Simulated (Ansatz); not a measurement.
Hf2InC: computed property card

Hf₂InC:
```
Hf2InC
1.0
    3.31358     0.00000     0.00000
   -1.65679     2.86964     0.00000
    0.00000     0.00000    14.80084
Hf In C
4 2 2
Cartesian
  1.65679   0.95655   8.61752
  0.00000   1.91309   6.18332
  0.00000   1.91309   1.21710
  1.65679   0.95655  13.58374
  1.65679   0.95655   3.70021
  0.00000   1.91309  11.10063
  0.00000   0.00000   7.40042
  0.00000   0.00000   0.00000
```

Space group P6_3/mmc (No. 194); conventional cell a = 3.314 Å, b = 3.314 Å, c = 14.801 Å, α = 90.00°, β = 90.00°, γ = 120.00°.

Method: plane-wave PAW r²SCAN (Ansatz code). Geometry: relaxed at this level of theory. Other levels are named where they apply.

Cell and energy:

| Property | Result |
|---|---|
| Volume per atom | 17.59 Å³ |
| Density | 11.42 g/cm³ |
| Formation energy from the elements (no fitted shifts) | -0.82 eV/atom |

Electronic structure:

| Quantity | Result |
|---|---|
| Electronic character | metallic (no gap) |
| Density of states at the Fermi level | 0.22 states/eV per atom (mean over ±0.08 eV) |
| Gap with spin–orbit coupling | none (metallic) |

Mechanics:

| Property | Result |
|---|---|
| Bulk modulus (Birch–Murnaghan fit) | 138 GPa |
| Pressure derivative B′ | 4.4 |
| Elastic constants (relaxed ions, GPa) | C11 = 293, C12 = 68.1, C13 = 65.7, C33 = 261, C44 = 90.9 |
| Mechanical stability | stable (all eigenvalues of C positive) |
| Hill bulk and shear moduli | 138 and 102 GPa |
| Young's modulus | 245 GPa |
| Poisson's ratio | 0.21 |
| Debye temperature from the elastic constants | 377 K |

Charges:

| Item | Result |
|---|---|
| Bader charges | Hf +1.62, In -0.93, C -2.31 e |

The workflow started from a Materials Project entry (that database holds measured and hypothetical structures alike); the Crystallography Open Database copy checked does not list it. Whether it is the stable phase at ambient conditions was not checked. The cell was relaxed with r²SCAN under the symmetry of its start; whether a distortion lowers the energy is not shown. No spin polarisation was allowed. As this level gives no gap, shear constants depend on the k-mesh and smearing (Fermi–Dirac, 0.1 eV here). The references are the lowest solids computed at this level, not always the standard phases. Spin–orbit coupling is left out wherever it is not named.

Potentials: the later of the program's two PAW sets.
